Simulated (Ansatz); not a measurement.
TaS2:
```
TaS2
1.0
    3.27013     0.00000     0.00000
   -1.63507     2.83202     0.00000
    0.00000     0.00000    11.55244
Ta S
2 4
Direct
  0.00000   0.00000   0.25000
  0.00000   0.00000   0.75000
  0.33333   0.66667   0.11570
  0.66667   0.33333   0.88430
  0.66667   0.33333   0.61570
  0.33333   0.66667   0.38430
```

Relaxed with LDA. Special points in fractions of this cell's reciprocal vectors: Γ (0.000, 0.000, 0.000); M (0.500, 0.000, 0.000); K (0.333, 0.333, 0.000); A (0.000, 0.000, 0.500); L (0.500, 0.000, 0.500); H (0.333, 0.333, 0.500).

Problem. List the band energies nearest the Fermi level at these points for LDA with spin–orbit coupling (plane waves, PAW; program Ansatz).

Solution. In eV from the Fermi level; about four levels below and three above (degenerate sets whole), none deeper than 8.9 eV; points with the same levels are listed once.

| k | below | above |
|---|---|---|
| Γ | -1.28 -1.28 -1.21 -1.21 | 0.14 0.14 0.46 0.46 |
| M | -0.57 -0.57 -0.13 -0.13 | 3.64 3.64 3.70 3.70 |
| K | -2.06 -2.06 -2.00 -2.00 | 0.52 0.52 0.85 0.85 |
| A | -1.24 -1.24 -1.24 -1.24 | 1.49 1.49 1.49 1.49 |
| L | -0.19 -0.19 -0.19 -0.19 | 3.68 3.68 3.68 3.68 |
| H | -1.97 -1.97 -1.88 -1.88 | 0.57 0.57 0.91 0.91 |

Space group P6_3/mmc. The first step of the workflow began from a Materials Project structure, measured or hypothetical; the Crystallography Open Database files this formula in space group No. 194, but the cells were not matched. It is not the phase usual at ambient conditions (space group No. 164). The LDA relaxation kept the symmetry of its start; whether a distortion lowers the energy is not shown. No spin polarisation was allowed. A crystal of weakly bound layers computed without a dispersion correction: the cell and the soft elastic constants depend strongly on that.

Potentials: the later of the program's two PAW sets.
